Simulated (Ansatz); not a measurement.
Input and command of a plane-wave DFT calculation in Ansatz:

```yaml
crystal:
  lattice:
    - [3.060358149, 0.0, 0.0]
    - [-1.5301790745, 2.6503479017, 0.0]
    - [0.0, 0.0, 27.7457018777]
  atoms:
    - { symbol: C, position: [0.3333333333, 0.6666666667, 0.3063537566] }
    - { symbol: Ti, position: [0.6666666667, 0.3333333333, 0.3513836495] }
    - { symbol: C, position: [0.0, 0.0, 0.3964135423] }
    - { symbol: Ti, position: [0.3333333333, 0.6666666667, 0.4414434351] }
    - { symbol: C, position: [0.6666666667, 0.3333333333, 0.4864946017] }
    - { symbol: Ti, position: [0.0, 0.0, 0.529576864] }
    - { symbol: C, position: [0.3333333333, 0.6666666667, 0.5792580209] }
    - { symbol: Ti, position: [0.6666666667, 0.3333333333, 0.616351984] }
    - { symbol: F, position: [0.0, 0.0, 0.6617644232] }
basis:
  ecutwfc: 500
kpoints:
  mp_grid: { grid: [12, 12, 1] }
hamiltonian:
  xc: r2scan
scf:
  occupations: { method: gaussian, width: 0.1 }
output:
  forces: true
  eigenvalues: true
  write_density: true
  write_potential: true
  elf: true
  volumetric_format: npy
relax:
  adjacent_minimum: "off"
  f_tol: 0.03
  max_steps: 70
  constraints: [{ sites: [0, 1, 2, 3] }]
efield:
  axis: 3
  dipole_correction: true
  ramp_width: 0.04
```

```bash
ansatz run input.yaml --threads 2 --pin off --max-ram 5120MiB --backend cpu --events-out ev --progress --plain --runs-dir out
```

Processor: Arm Neoverse V2, 2 threads, on a host shared with other jobs.

How long does it run, and how much memory does it take?

About 83 s on 2 threads of Arm Neoverse V2 (shared host), peak memory 1 GiB. It solves 45 bands at 19 k points (the mesh reduced by symmetry) with about 5801 plane waves, in 24 SCF iterations over 4 ionic steps.
